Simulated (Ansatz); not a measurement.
**Question.** SiO₂ in space group P4_12_12 (No. 92; Si on 4a, O on 8b) is relaxed with PBEsol in the plane-wave PAW code Ansatz. What lattice parameters of the conventional cell result?

**Answer.** a = 5.028 Å, c = 7.010 Å.

**Question.** Give the free coordinates with the occupied sites.

**Answer.** In one choice of origin and axes:

```csv
atom,site,symmetry,x,y,z
Si,4a,..2,0.2981,0.2981,0.0000
O,8b,1,0.2396,0.1020,0.1784
```

**Question.** Is it a metal or does it have a gap at this level?

**Answer.** A gap of 5.57 eV, direct.

Symmetry was held in the PBEsol relaxation.

Potentials: the earlier of the program's two PAW sets. The files were generated under PBE; for other functionals the program regenerates the frozen cores, and for LDA and PBEsol the local potential too.
